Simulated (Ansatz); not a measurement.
CdS2 in space group Pa-3 (No. 205; Cd on 4a, S on 8c), DFT-r²SCAN in the program Ansatz with PAW potentials. The conduction-band minimum lies on the Γ–R line, 41 % of the way from Γ, with 8 equivalent valleys. Second derivatives d²E/dk² of the lowest band at one valley (eV·Å²), along Cartesian directions:

```json
[
 {"direction": "[100]", "d²E/dk²": "14.11"},
 {"direction": "[010]", "d²E/dk²": "14.11"},
 {"direction": "[001]", "d²E/dk²": "14.11"},
 {"direction": "[110]", "d²E/dk²": "14.95"},
 {"direction": "[101]", "d²E/dk²": "14.95"},
 {"direction": "[011]", "d²E/dk²": "14.95"}
]
```

Task: Find the principal effective masses, the density-of-states mass and the conductivity mass.

Result: Off-diagonal terms follow from H_xy = H[110] − (H_xx + H_yy)/2, and m*/mₑ = 7.620 eV·Å² over each eigenvalue: 0.48, 0.57, 0.57. One valley's DOS mass (m₁m₂m₃)^(1/3) = 0.54, conductivity mass 3/(Σ 1/mᵢ) = 0.54 mₑ.

Task: What effective density of states Nc follows at 300 K for parabolic valleys?

Result: Nc = 2.509e19 × 8 × (0.54)^(3/2) ≈ 8.0e19 cm⁻³.

The workflow started from a Materials Project entry (that database holds measured and hypothetical structures alike); the Crystallography Open Database copy checked does not list it. Its standing as an ambient phase is unchecked. The cell was relaxed with r²SCAN under the symmetry of its start; whether a distortion lowers the energy is not shown. Spin–orbit coupling is left out wherever it is not named.

Potentials: the later of the program's two PAW sets.

Edges and masses are those of Kohn–Sham bands, whose gap is no quasiparticle gap.
